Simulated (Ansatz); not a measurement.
W$_{2}$N (anti-CdI2 type, space group No. 164) at seven volumes, PBE in the plane-wave PAW code Ansatz, shape and atoms relaxed at each. One row is withheld.

```tsv
V (Å³/atom)	P (GPa)
11.241	38.36
11.612	23.42
11.983	10.73
12.353	0.00
12.724	?
13.094	-16.76
13.465	-23.24
```

Question: Fit the shown pressures and predict the withheld one.

Answer: P = (3/2)B₀(x^(7/2) − x^(5/2))[1 + (3/4)(B′ − 4)(x − 1)] with x = (V₀/V)^(2/3). Least squares on the six rows gives V₀ = 12.354 Å³/atom, B₀ = 328 GPa, B′ = 4.53. At V = 12.724, x = 0.9805 and P = -9.05 GPa. The run itself gave -9.08 GPa.

Space group P-3m1 (anti-CdI2 type). The cell is a constructed one: a structure type filled with these elements; neither database checked (COD, Materials Project) lists it. Whether it is the stable phase at ambient conditions was not checked. Symmetry was held in the PBE relaxation; whether a distortion lowers the energy is not shown. The run is not spin-polarised. Scalar-relativistic: spin–orbit coupling is off unless named, which matters more the heavier the elements.

Potentials: the later of the program's two PAW sets.
